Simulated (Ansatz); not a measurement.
Tc (hcp (Mg type), P6_3/mmc) at seven volumes, plane-wave PAW PBEsol (Ansatz code), shape and atoms relaxed at each. One row is withheld.

```tsv
V (Å³/atom)	P (GPa)
12.743	38.04
13.163	?
13.584	10.68
14.004	0.00
14.424	-9.06
14.844	-16.74
15.264	-23.23
```

### Question
Fit the shown pressures and predict the withheld one.

### Answer
P = (3/2)B₀(x^(7/2) − x^(5/2))[1 + (3/4)(B′ − 4)(x − 1)] with x = (V₀/V)^(2/3). Least squares on the six rows gives V₀ = 14.004 Å³/atom, B₀ = 327 GPa, B′ = 4.44. At V = 13.163, x = 1.0422 and P = 23.24 GPa. The run itself gave 23.25 GPa.

The PBEsol relaxation kept the symmetry of its start. The run is not spin-polarised.

Potentials: the later of the program's two PAW sets.
